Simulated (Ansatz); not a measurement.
## Property card for ZrVSi

ZrVSi:
```xyz
6
Lattice="3.6781 0.0000 0.0000 0.0000 3.6781 0.0000 0.0000 0.0000 7.2340" Properties=species:S:1:pos:R:3 pbc="T T T"
V      0.0000     0.0000     0.0000
V      1.8390     1.8390     0.0000
Zr     1.8390     0.0000     4.6362
Zr     0.0000     1.8390     2.5978
Si     1.8390     0.0000     1.7634
Si     0.0000     1.8390     5.4707
```

Space group P4/nmm (No. 129); conventional cell a = b = 3.678 Å, c = 7.234 Å, α = β = γ = 90.00°.

Method: the program Ansatz at the r²SCAN level (PAW). Geometry: relaxed at this level of theory. Other levels are named where they apply.

### Cell and energy

| Item | Result |
|---|---|
| Volume per atom | 16.31 Å³ |
| Density | 5.78 g/cm³ |
| Formation energy from the elements (no fitted shifts) | -0.81 eV/atom |

### Electronic structure

| Item | Value |
|---|---|
| Electronic character | metallic (no gap) |
| Density of states at the Fermi level | 0.44 states/eV per atom (mean over ±0.08 eV) |

### Magnetism

| Quantity | Value |
|---|---|
| Magnetic order | non-magnetic (starting moments vanished) |

### Mechanics

| Quantity | Result |
|---|---|
| Bulk modulus (Birch–Murnaghan fit) | 162 GPa |
| Pressure derivative B′ | 3.9 |

### Charges

| Quantity | Result |
|---|---|
| Bader charges | V +0.56, Zr +1.31, Si -1.87 e |

The workflow started from an entry of the Crystallography Open Database (COD). Its standing as an ambient phase is unchecked. Symmetry was held in the r²SCAN relaxation; whether a distortion lowers the energy is not shown. The workflow began spin-polarised and lost its moments. The references are the lowest solids computed at this level, not always the standard phases. Spin–orbit coupling is left out wherever it is not named.

Potentials: the later of the program's two PAW sets.
